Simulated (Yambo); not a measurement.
```xyz
4
Lattice="4.1347 0.0000 0.0000 -2.0673 3.5807 0.0000 0.0000 0.0000 6.6148" Properties=species:S:1:pos:R:3 pbc="T T T"
Li     2.0673     1.1936     5.8081
Li     0.0000     2.3872     2.5007
Br     2.0673     1.1936     3.2872
Br     0.0000     2.3872     6.5946
```

Response from Yambo on PBEsol (Quantum ESPRESSO, PseudoDojo norm-conserving, 74 Ry, without SOC) bands: 9×9×4 mesh, 67 bands, 4 Ry local-field block, 0.2 eV broadening.

Give the static electronic dielectric constant without and with local fields along each axis.


| field along | ε(0), independent particles | ε(0), RPA with local fields | refractive index √ε |
|---|---|---|---|
| x | 3.14 | 2.61 | 1.61 |
| z | 3.17 | 2.65 | 1.63 |
Electronic (clamped-ion) response only. PBEsol gaps are usually too small, which raises these values. Convergence of the RPA response with its 9×9×4 mesh was not tested. x, y and z are Cartesian axes of the cell as given.

Geometry relaxed with PBEsol.

This is not the ordinary phase of the substance; no match was found in the copy of COD used, and its stability was not checked.
